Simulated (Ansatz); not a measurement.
# CaC2 under strain

The calculation used DFT r2SCAN, scalar-relativistic, plane waves, PAW in Ansatz 0.2.0. Settings: 500 eV cutoff, 9×9×2 k-mesh, Gaussian smearing of 0.02 eV, no spin polarisation.

Reference structure (relaxed):

```
Ca C
1.0
     3.86146    0.00000    0.00000
    -1.93073    3.34413    0.00000
     0.00000    0.00000   11.78190
Ca C
3 6
Direct
  0.00000 0.00000 0.00000
  0.66667 0.33333 0.33333
  0.33333 0.66667 0.66667
  0.66667 0.33333 0.88619
  0.66667 0.33333 0.78047
  0.33333 0.66667 0.21953
  0.33333 0.66667 0.11381
  0.00000 0.00000 0.55286
  0.00000 0.00000 0.44714
```

Deformation: c alone is stretched, the rest of the cell is held and the atoms relax, all within the symmetry that the strain leaves. Energies are extrapolated to zero smearing. Gaps are generalised Kohn–Sham gaps over the whole zone.

| strain (%) | ΔE (meV/atom) | a (Å) | b (Å) | c (Å) | gap (eV) |
| --- | --- | --- | --- | --- | --- |
| -4.5 | 12.3 | 3.861 | 3.861 | 11.252 | 2.98 |
| -3.0 | 5.5 | 3.861 | 3.861 | 11.428 | 3.02 |
| -1.5 | 1.4 | 3.861 | 3.861 | 11.605 | 3.06 |
| +0.0 | 0.0 | 3.861 | 3.861 | 11.782 | 3.10 |
| +1.5 | 1.3 | 3.861 | 3.861 | 11.959 | 3.13 |
| +3.0 | 5.2 | 3.861 | 3.861 | 12.135 | 3.16 |

(1) What stiffness (1/V) d²E/dε² at zero strain does a cubic fit over all points give?

(2) How fast does the gap move with strain on either side?

Results:

(1) A cubic fit gives (1/V) d²E/dε² = 113 GPa at zero strain (the elastic constant along c at held a and b).

(2) 24 meV per percent on the compressed side and 23 meV per percent on the stretched side.